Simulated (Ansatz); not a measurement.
**Relaxation path: Br**

DFT, LDA, PAW with Ansatz's default frozen-core files, scalar-relativistic (Ansatz 0.2.0); a Γ-centred 9×9×4 k mesh, Fermi–Dirac smearing of 0.05 eV, no spin polarisation. The run relaxes cell and atoms at a target pressure of 0 GPa.

Command: `ansatz run input.yaml --threads 4 --pin off --max-ram 10240MiB --backend cpu --events-out ev --progress --plain --runs-dir out` It took 15 s on 4 threads of Arm Neoverse V2, with other jobs on the host, peak memory 0.46 GiB.

```yaml
crystal:
  lattice:
    - [3.2836, -2.2339, 0.0]
    - [3.2836, 2.2339, 0.0]
    - [0.0, 0.0, 8.6938]
  atoms:
    - { symbol: Br, position: [0.861, 0.139, 0.1114] }
    - { symbol: Br, position: [0.639, 0.361, 0.6114] }
    - { symbol: Br, position: [0.139, 0.861, 0.8886] }
    - { symbol: Br, position: [0.361, 0.639, 0.3886] }
kpoints:
  mp_grid: { grid: [9, 9, 4] }
scf:
  occupations: { method: fermi_dirac, width: 0.05 }
hamiltonian:
  xc: lda
  pseudopotentials: { kind: paw }
output:
  forces: true
  stress: true
relax:
  f_tol: 0.003
  max_steps: 80
  cell: {}
```

Each step lists its free energy a cell above the last geometry, the pressure, the cell vectors (Å), and Cartesian positions (Å) with forces (eV/Å).

The first step:

```
step 1  dF = 309.44 meV  P = -1.26 GPa
  cell 3.2836 -2.2339 0.0000  3.2836 2.2339 0.0000  0.0000 0.0000 8.6938
  Br 3.2836 -1.6129 0.9685   0.0000 0.2274 0.5654
  Br 3.2836 -0.6210 5.3154   0.0000 -0.2274 0.5654
  Br 3.2836 1.6129 7.7253   0.0000 -0.2274 -0.5654
  Br 3.2836 0.6210 3.3784   0.0000 0.2274 -0.5654
```

The PAW files were made under PBE.

**Question.** Where does the relaxation end, and by which steps?

**Answer.** After 8 geometries, with conventional a, b, c = 6.650, 3.926, 8.418 Å, at 27.472 Å³/atom (-13.84 % against the start) in space group Cmce, with a shortest distance of 2.399 Å. The further steps:
```
step 2  dF = 98.49 meV  P = 0.00 GPa
  cell 3.2479 -2.1489 0.0000  3.2479 2.1489 0.0000  0.0000 0.0000 8.2739
  Br 3.2479 -1.5417 0.9959   0.0000 0.3018 0.2736
  Br 3.2479 -0.6072 5.1328   0.0000 -0.3018 0.2736
  Br 3.2479 1.5417 7.2780   0.0000 -0.3018 -0.2736
  Br 3.2479 0.6072 3.1410   0.0000 0.3018 -0.2736
step 3  dF = 31.72 meV  P = 1.16 GPa
  cell 3.2322 -2.0396 0.0000  3.2322 2.0396 0.0000  0.0000 0.0000 8.1925
  Br 3.2322 -1.4098 1.0000   0.0000 0.2217 0.0515
  Br 3.2322 -0.6298 5.0962   0.0000 -0.2217 0.0515
  Br 3.2322 1.4098 7.1925   0.0000 -0.2217 -0.0515
  Br 3.2322 0.6298 3.0963   0.0000 0.2217 -0.0515
step 4  dF = 11.26 meV  P = 0.03 GPa
  cell 3.2499 -1.9820 0.0000  3.2499 1.9820 0.0000  0.0000 0.0000 8.3606
  Br 3.2499 -1.3146 0.9955   0.0000 -0.0820 0.1270
  Br 3.2499 -0.6674 5.1758   0.0000 0.0820 0.1270
  Br 3.2499 1.3146 7.3651   0.0000 0.0820 -0.1270
  Br 3.2499 0.6674 3.1848   0.0000 -0.0820 -0.1270
step 5  dF = 2.67 meV  P = 0.05 GPa
  cell 3.2818 -1.9947 0.0000  3.2818 1.9947 0.0000  0.0000 0.0000 8.3248
  Br 3.2818 -1.3395 1.0041   0.0000 -0.0150 0.0142
  Br 3.2818 -0.6552 5.1665   0.0000 0.0150 0.0142
  Br 3.2818 1.3395 7.3207   0.0000 0.0150 -0.0142
  Br 3.2818 0.6552 3.1583   0.0000 -0.0150 -0.0142
step 6  dF = 3.12 meV  P = 0.04 GPa  (not accepted)
  cell 3.3011 -1.9420 0.0000  3.3011 1.9420 0.0000  0.0000 0.0000 8.5090
  Br 3.3011 -1.3286 1.0298   0.0000 0.0253 -0.0179
  Br 3.3011 -0.6133 5.2843   0.0000 -0.0253 -0.0179
  Br 3.3011 1.3286 7.4792   0.0000 -0.0253 0.0179
  Br 3.3011 0.6133 3.2247   0.0000 0.0253 0.0179
step 7  dF = 0.11 meV  P = 0.08 GPa
  cell 3.3137 -1.9689 0.0000  3.3137 1.9689 0.0000  0.0000 0.0000 8.3934
  Br 3.3137 -1.3301 1.0147   0.0000 0.0056 -0.0003
  Br 3.3137 -0.6389 5.2114   0.0000 -0.0056 -0.0003
  Br 3.3137 1.3301 7.3787   0.0000 -0.0056 0.0003
  Br 3.3137 0.6389 3.1820   0.0000 0.0056 0.0003
step 8  dF = 0.00 meV  P = -0.01 GPa
  cell 3.3249 -1.9631 0.0000  3.3249 1.9631 0.0000  0.0000 0.0000 8.4177
  Br 3.3249 -1.3273 1.0173   0.0000 0.0010 -0.0012
  Br 3.3249 -0.6358 5.2261   0.0000 -0.0010 -0.0012
  Br 3.3249 1.3273 7.4005   0.0000 -0.0010 0.0012
  Br 3.3249 0.6358 3.1916   0.0000 0.0010 0.0012
step 9  dF = 2.90 meV  P = -0.01 GPa  (same geometry on a basis chosen anew; earlier energies don't compare to the last digit)
  cell 3.3249 -1.9631 0.0000  3.3249 1.9631 0.0000  0.0000 0.0000 8.4177
  Br 3.3249 -1.3273 1.0173   0.0000 0.0013 -0.0009
  Br 3.3249 -0.6358 5.2261   0.0000 -0.0013 -0.0009
  Br 3.3249 1.3273 7.4005   0.0000 -0.0013 0.0009
  Br 3.3249 0.6358 3.1916   0.0000 0.0013 0.0009
```
